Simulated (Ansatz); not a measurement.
A geometry of Nb away from equilibrium: step 2 of the relaxation of a relaxed Nb cell displaced along its unstable phonon at q = Γ (66i cm⁻¹), largest move 0.15 Å. Level of theory: PBEsol (plane waves to 420 eV, PAW, scalar-relativistic; Ansatz, an electronic-structure program). Γ-centred k-mesh 13×13×3 on the run's cell (coarser than for final values), Fermi–Dirac smearing 0.05 eV. The plane waves were selected for a different cell earlier on the path.

```
CELL_PARAMETERS angstrom
      2.86478     0.00000     0.00000
     -1.43239     2.45804     0.00000
      0.00000     0.00000    10.20536
ATOMIC_POSITIONS crystal
  Nb 0.04536 0.09073 0.99848
  Nb 0.04536 0.09073 0.50152
  Nb 0.31340 0.62680 0.25000
  Nb 0.59587 0.19174 0.75000
```

Question: Give the Cartesian forces on all atoms (eV/Å).

Answer: 
```json
[
 {"atom": "Nb1", "Fx": "0.00", "Fy": "0.20", "Fz": "-0.21"},
 {"atom": "Nb2", "Fx": "0.00", "Fy": "0.20", "Fz": "0.21"},
 {"atom": "Nb3", "Fx": "0.00", "Fy": "0.00", "Fz": "0.00"},
 {"atom": "Nb4", "Fx": "0.00", "Fy": "-0.40", "Fz": "0.00"}
]
```

The path ends in Im-3m (No. 229) (bcc (W type)). No spin polarisation in the result.

The run could not lose the symmetry of its start.

Of the parent cell (P6₃/mmc (No. 194)): it is a generated cell of Nb: the first start was made by placing the elements on the sites of a structure type, and the end was not matched to a known phase here, so it may be hypothetical. Known forms of Nb include space group No. 229.
